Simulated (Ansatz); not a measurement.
Total density of states per atom from plane-wave PAW r²SCAN (Ansatz code), in 0.25 eV bins, energy from the Fermi level:

(E (eV), states/eV/atom): (-7.85, 0.20); (-7.60, 0.27); (-7.35, 0.79); (-7.10, 0.47); (-6.85, 0.00); (-6.60, 0.00); (-6.35, 0.00); (-6.10, 0.00); (-5.85, 0.00); (-5.60, 0.07); (-5.35, 0.58); (-5.10, 0.55); (-4.85, 0.73); (-4.60, 0.80); (-4.35, 1.03); (-4.10, 1.91); (-3.85, 1.90); (-3.60, 1.79); (-3.35, 1.94); (-3.10, 2.03); (-2.85, 0.37); (-2.60, 0.59); (-2.35, 0.54); (-2.10, 0.36); (-1.85, 0.25); (-1.60, 0.23); (-1.35, 0.28); (-1.10, 0.44); (-0.85, 0.58); (-0.60, 0.67); (-0.35, 0.56); (-0.10, 0.52); (0.15, 0.53); (0.40, 0.55); (0.65, 0.47); (0.90, 0.33); (1.15, 0.36); (1.40, 0.32); (1.65, 0.81); (1.90, 0.57); (2.15, 0.42); (2.40, 0.55); (2.65, 0.34); (2.90, 0.45); (3.15, 0.73); (3.40, 0.73); (3.65, 0.90); (3.90, 0.65); (4.15, 0.76); (4.40, 0.79); (4.65, 0.71)

Question: Pick the material that matches.
A) YGaPt, Pnma (Y on 4c, Ga on 4c, Pt on 4c)
B) YSiRu, Pnma (Y on 4c, Si on 4c, Ru on 4c)
C) LaInPt4, F-43m (La on 4a, In on 4d, Pt on 16e)
D) LaGa2Pd2, P4/nmm (Pearson symbol tP10)

Answer: A, YGaPt, Pnma (Y on 4c, Ga on 4c, Pt on 4c). Within 0.5 eV of the Fermi level: Y 4d 39 %, Ga 4p 36 %, Pt 5d 13 %, outside the projected shells 5 %. Projections are on Löwdin-orthogonalised atomic valence shells; empty p or d shells of many metals are not among them.

The first step of the workflow began from a Materials Project structure, measured or hypothetical; the Crystallography Open Database copy checked does not list it. Its standing as an ambient phase is unchecked. Symmetry was held in the r²SCAN relaxation; its stability against distortions is not shown here. No spin polarisation was allowed. Scalar-relativistic: spin–orbit coupling is off unless named, which matters more the heavier the elements.

Potentials: the later of the program's two PAW sets.
